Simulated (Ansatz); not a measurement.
## Property card for Y₃Pb

Computed with Ansatz 0.2.0, DFT r2SCAN, scalar-relativistic, plane waves, PAW.

Plane waves to 500 eV, a k mesh through Γ of 12×12×12 on the computed 4-atom cell and Gaussian smearing (0.10 eV); no spin polarisation.

The structure is relaxed at this level of theory with its symmetry kept. Whether it is the stable form of this composition wasn't checked.

It takes space group I4/mmm (No. 139, tetragonal). The conventional cell has a = 4.685 Å, b = 4.685 Å, c = 10.772 Å, α = 90.00°, β = 90.00°, γ = 90.00°. Y (site symmetry -4m2) is surrounded by 8 Y at 3.31 to 3.57 Å and 4 Pb at 3.57 Å. Y (site symmetry 4/mmm) is surrounded by 4 Pb at 3.31 Å and 8 Y at 3.57 Å. Pb (site symmetry 4/mmm) is surrounded by 12 Y at 3.31 to 3.57 Å.

| Quantity | Value |
| --- | --- |
| Volume per atom | 29.55 Å³ |
| Generalised Kohn–Sham band gap | none (metal) |
| Density of states at the Fermi level | 4.90 states/eV per cell |
| Löwdin character within 0.5 eV of the Fermi level | Y 4d 87 % |
| Bulk modulus | 49 GPa |
| Its pressure derivative | 4.3 |
| Bader charges (e) | Y (2 in the cell) 0.82, Y (1 in the cell) 0.44, Pb (1 in the cell) -2.08 |

Spin-orbit coupling is left out, which matters for the bands of heavy elements.